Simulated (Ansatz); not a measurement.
Task: Each is relaxed and computed with r²SCAN (plane waves, PAW; program Ansatz). Which is the only one with a gap?
(A) SiSnGeC, Pmm2 (C on 1a, Si on 1c, Ge on 1d, Sn on 1b)
(B) SiC, CsCl type
(C) SiMo2C, P6_3/mmc (Si on 2d, Mo on 4f, C on 2a)
(D) SiC3, P-4m2 (C on 1a, C on 2g, Si on 1c)

Result: D, SiC3, P-4m2 (C on 1a, C on 2g, Si on 1c). SiC3: gap 1.64 eV (indirect); SiMo2C: metal; SiC: metal; SiSnGeC: metal. Constructed cells (a structure type filled with these elements, in neither database checked): SiC, CsCl type. Typed or built starts, not in the databases checked: SiC3, P-4m2 (C on 1a, C on 2g, Si on 1c); SiMo2C, P6_3/mmc (Si on 2d, Mo on 4f, C on 2a); SiSnGeC, Pmm2 (C on 1a, Si on 1c, Ge on 1d, Sn on 1b). Not the usual ambient phase: SiC, CsCl type. Unstable at this level: SiC, CsCl type. All cells were relaxed under the symmetry of their starts (and spin orders); stability against distortions was not tested throughout. Rows with no word on spin ran without spin polarisation. Scalar-relativistic: spin–orbit coupling is off unless named, which matters more the heavier the elements.

Potentials: the earlier of the program's two PAW sets.
